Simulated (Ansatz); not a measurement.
SiO$_{2}$:
```cif
data_O8Si4
_chemical_formula_sum 'Si4 O8'
_space_group_name_H-M_alt 'P 1'
_space_group_IT_number 1
_cell_length_a 4.07117
_cell_length_b 5.02952
_cell_length_c 4.48259
_cell_angle_alpha 90.000
_cell_angle_beta 90.000
_cell_angle_gamma 90.000
loop_
_space_group_symop_operation_xyz
  'x, y, z'
loop_
_atom_site_label
_atom_site_type_symbol
_atom_site_fract_x
_atom_site_fract_y
_atom_site_fract_z
_atom_site_occupancy
Si1 Si 0.50000 0.34815 0.75000 1
Si2 Si 0.50000 0.65185 0.25000 1
Si3 Si 0.00000 0.15185 0.25000 1
Si4 Si 0.00000 0.84815 0.75000 1
O1 O 0.26884 0.61795 0.58039 1
O2 O 0.73116 0.38205 0.41961 1
O3 O 0.23116 0.88205 0.08039 1
O4 O 0.76884 0.11795 0.91961 1
O5 O 0.76884 0.88205 0.41961 1
O6 O 0.23116 0.11795 0.58039 1
O7 O 0.73116 0.61795 0.91961 1
O8 O 0.26884 0.38205 0.08039 1
```

Relaxed with r²SCAN. The program Ansatz at the r²SCAN level (PAW) gives a gap of 6.77 eV.

Task: What gap does HSE06 give on the same cell (Ansatz, PAW)?

Result: 7.87 eV, 1.11 eV more. The hybrid was solved on a coarser mesh and at special points; its gap is the smallest among all of these.

```tsv
k	v1 r²SCAN	c1 r²SCAN	v1 HSE06	c1 HSE06
Γ	0.00	6.77	0.00	7.87
X	-0.40	8.92	-0.46	10.04
Z	-0.49	8.99	(withheld)	(withheld)
U	-0.81	8.81	-0.89	9.91
Y	-0.24	8.68	(withheld)	(withheld)
S	-0.51	9.34	(withheld)	(withheld)
T	-0.79	10.07	-0.87	11.25
R	-1.04	9.42	(withheld)	(withheld)
```

Task: Top valence (v1) and lowest conduction level (c1) in eV from each method's valence maximum (which need not be a listed point): supply the withheld HSE06 values.

Result: 
- S, v1 HSE06: -0.59
- S, c1 HSE06: 10.49
- Z, v1 HSE06: -0.53
- Z, c1 HSE06: 10.03
- R, v1 HSE06: -1.13
- R, c1 HSE06: 10.57
- Y, v1 HSE06: -0.27
- Y, c1 HSE06: 9.83

Cost on shared cores: the r²SCAN run (SCF on a 7×6×6 mesh, then bands and DOS) very roughly 2.3 core-minutes, the HSE06 run (SCF on 4×3×4, then a few points) very roughly 2.8 core-minutes; the tasks are unlike.

Space group Pbcn. The first step of the workflow began from a Materials Project structure, measured or hypothetical; the Crystallography Open Database copy checked does not list it. It is not the phase usual at ambient conditions (space group No. 92, 152, 154). Symmetry was held in the r²SCAN relaxation; of distortions, only those at the zone centre were tested.

Potentials: the earlier of the program's two PAW sets.
